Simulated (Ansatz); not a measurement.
Consider the following.

Starting cell, KF (rock salt):

```
CELL_PARAMETERS angstrom
      0.00000     5.42078     5.42078
      2.71039     0.00000     2.71039
      2.71039     2.71039     0.00000
ATOMIC_POSITIONS crystal
  F  0.00000 0.00000 0.00000
  F  0.50000 0.00000 0.00000
  K  0.25000 0.50000 0.50000
  K  0.75000 0.50000 0.50000
```

The atoms are displaced by Q × the pattern below (from a DFPT mode at L = (0.5, 0.0, 0.0), largest move 1; Q in Å), at fixed cell. (q is in reciprocal vectors of the primitive cell; the cell shown is doubled to hold the pattern.)

```
atom       x       y       z
----  ------  ------  ------
K3     0.577  -0.577  -0.577
K4    -0.577   0.577   0.577
```

Atoms not listed stay in place.

Method: PBE (plane waves to 420 eV, PAW, scalar-relativistic; Ansatz, a program for electronic structure). k mesh 11×11×11 (Γ-centred), Fermi-Dirac smearing 0.05 eV. E stands for the smeared free energy. KF was relaxed with its symmetry unable to fall. The zero of ΔE is the undisplaced structure.

The scan covers Q from -0.100 to 0.100 Å in 13 points.

Problem. Which space group does the distorted structure have?

Solution. R-3m (No. 166), lowered from Fm-3m.

Problem. What is the energy change at Q = 0.100 Å?

Solution. 50.2 meV/cell.

Problem. What harmonic wavenumber does the curvature at Q = 0 give?

Solution. 187 cm⁻¹.

(For displaced atoms, the force is minus the slope of the energy, and its curvature is a force constant, which sets phonon frequencies.)
